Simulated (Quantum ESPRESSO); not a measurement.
pw.x input (Quantum ESPRESSO 7.5; PBEsol, PseudoDojo standard norm-conserving files, scalar-relativistic):

```
&CONTROL
  calculation = 'scf'
  pseudo_dir = './pseudo'
  outdir = './out'
  tprnfor = .true.
  tstress = .true.
/
&SYSTEM
  ibrav = 0
  nat = 4
  ntyp = 3
  ecutwfc = 86.0
  ecutrho = 344.0
  occupations = 'smearing'
  smearing = 'fd'
  degauss = 0.002
  nbnd = 36
  assume_isolated = '2D'
/
&ELECTRONS
  conv_thr = 4e-10
/
ATOMIC_SPECIES
Ge 72.6300 Ge.upf
Se 78.9710 Se.upf
Sn 118.7100 Sn.upf
CELL_PARAMETERS angstrom
  4.080370376000   0.000000000000   0.000000000000
  0.000000000000   4.197913021000   0.000000000000
  0.000000000000   0.000000000000  15.900000000000
ATOMIC_POSITIONS crystal
Ge   0.000000000000   0.024972578100   0.076106163150
Se   0.000000000000   0.083037361100  -0.081487976950
Se   0.500000000000   0.603472491300   0.084026982450
Sn   0.500000000000   0.555977569500  -0.084026982450
K_POINTS automatic
8 6 1 0 0 0
```

End of the output:

```
     total energy              =    -820.22805623 Ry
     estimated scf accuracy    <       0.00000009 Ry
     total energy              =    -820.22805623 Ry
     estimated scf accuracy    <       0.00000002 Ry
     total energy              =    -820.22805624 Ry
     estimated scf accuracy    <          4.2E-10 Ry
[...]
     the Fermi energy is    -3.9808 ev
!    total energy              =    -820.22805624 Ry
     estimated scf accuracy    <          6.7E-11 Ry
     smearing contrib. (-TS)   =      -0.00000000 Ry
     internal energy E=F+TS    =    -820.22805624 Ry
     The total energy is F=E-TS. E is the sum of the following terms:
     one-electron contribution =   -3745.34274070 Ry
     hartree contribution      =    1867.81991620 Ry
     xc contribution           =    -182.63590269 Ry
     ewald contribution        =    1239.93067096 Ry
     convergence has been achieved in  12 iterations
     Forces acting on atoms (cartesian axes, Ry/au):
     atom    1 type  1   force =     0.00000000   -0.00091019    0.00012751
     atom    2 type  2   force =     0.00000000    0.00010351    0.00011065
     atom    3 type  2   force =     0.00000000    0.00068184    0.00157866
     atom    4 type  3   force =     0.00000000    0.00012485   -0.00181683
     Total force =     0.002672     Total SCF correction =     0.000081
```
In a gapped system the printed Fermi energy is only some level inside the gap.

Spin-orbit coupling is not included.

Geometry relaxed with PBEsol.
